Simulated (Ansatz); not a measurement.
# Br: settings compared (Ansatz)

input.yaml:

```yaml
crystal:
  lattice:
    - [3.275144, 2.343107, 0.0]
    - [3.275144, -2.343107, 0.0]
    - [0.0, 0.0, -8.549739]
  atoms:
    - { symbol: Br, position: [0.13, 0.87, 0.9] }
    - { symbol: Br, position: [0.37, 0.63, 0.4] }
    - { symbol: Br, position: [0.87, 0.13, 0.1] }
    - { symbol: Br, position: [0.63, 0.37, 0.6] }
  symmetry: { tolerance: 0.0003 }
kpoints:
  mp_grid: { grid: [5, 5, 2], shift: [0, 0, 0] }
magnetization:
  spin_polarized: false
scf:
  occupations: { method: fermi_dirac, width: 0.0464 }
hamiltonian:
  pseudopotentials: { kind: paw }
  xc: pbe
basis:
  ecutwfc: 420
output:
  forces: true
  stress: true
  eigenvalues: true
  write_density: true
  write_potential: true
  elf: true
  volumetric_format: npy
```

Run with:

```bash
ansatz run input.yaml --threads 1 --pin off --max-ram 2560MiB --backend cpu --events-out ev --progress --plain --runs-dir out
```

Origin of the cell: a known structure type with other elements, at an estimated volume, so it need not be a known compound.

Output of this run (shortened):

```
SCF iter   1: F=—  HF=-11131.502996 eV  Δρ=1.42e-3  dr2=1.42e-3
SCF iter   2: F=—  HF=-11131.503662 eV  Δρ=6.96e-4  dr2=2.25e-4
SCF iter   3: F=—  HF=-11131.503944 eV  Δρ=2.04e-4  dr2=2.36e-5
SCF iter   4: F=—  HF=-11131.503939 eV  Δρ=2.52e-5  dr2=7.44e-7
SCF iter   5: F=-11131.503940 eV  HF=-11131.503940 eV  Δρ=3.69e-6  dr2=2.17e-8
SCF iter   6: F=-11131.503940 eV  HF=-11131.503940 eV  Δρ=1.26e-6  dr2=2.29e-9
SCF 1 converged in 6 iterations: F = -11131.503940 eV  dr2 = 2.29e-9
SCF converged after 6 iterations
Free energy (F): -11131.503940 eV
Harris-Foulkes:  -11131.503940 eV  (|F-HF|=1.09e-9)
Internal energy: -11131.503940 eV  (E = F + TS)
E sigma→0 (E₀):  -11131.503940 eV
Fermi energy:    3.522956 eV
--- Per-component energies (eV) ---
  E_band       = -108.878777
  E_kinetic    = 536.988019
  E_local      = -979.058172  (includes V_loc(G=0)·N_el)
  E_nonlocal   = 283.748130
  E_hartree    = 254.620706
  E_xc         = -1056.343092
  E_vxc        = -412.216474  (∫ρ·V_xc dr)
  E_paw        = -8987.935655  (= ΣΔE_a)
  E_vpaw       = -47.581336  (= ΣTr[D̂ρ^β])
  E_aug_tail   = -0.000000  (compensation charges beyond the density's cutoff)
  E_ewald      = -1183.523876
  E_smearing   = -0.000000  (= −TS)
  Σ components = -11131.503940   (vs F -11131.503940, Δ=0.00e0)
--- Forces (eV/Å), atoms counted from 1 ---
  atom   1  Br     0.000000     2.832949     4.108675
  atom   2  Br     0.000000    -2.832949     4.108675
  atom   3  Br     0.000000    -2.832949    -4.108675
  atom   4  Br     0.000000     2.832949    -4.108675
  max |Σ_I F_I| component: 4.16e-17 eV/Å
--- Stress (GPa, compression-positive) ---
        1.360284       0.000000       0.000000
        0.000000       9.332504       0.000000
        0.000000       0.000000      17.662289
  P = ⅓ Tr σ = 9.4517 GPa (94.517 kbar)
```

The same input was run again with these changes:

1. `basis.xc_grid` default → 2
2. `scf.initial_density.chi_scale` default → 0.1
3. `scf.mixing.preconditioner` default → none
4. `kpoints.mp_grid.grid` [5, 5, 2] → [4, 4, 2]; `crystal.symmetry` { tolerance: 0.0003 } → { detect: false }

```
 run        end  SCF iterations  P (GPa)  max force component (eV/Å)  moment (μB)  ΔE(σ→0) (meV/atom)
base  converged               6     9.45                       4.109            –                   0
   1  converged               6     9.45                       4.109            –                0.00
   2  converged               7     9.45                       4.109            –                0.00
   3  converged               6     9.45                       4.109            –                0.00
   4  converged               6     9.44                       4.106            –               -0.38
```

Energies are compared only where functional, datasets, charge and starting cell are the same.

The base run took 4 s on 1 thread of AMD EPYC 7R43 64-Core Processor (Zen 3), with other jobs on the host, peak memory 0.4 GiB, from the program's own first density.
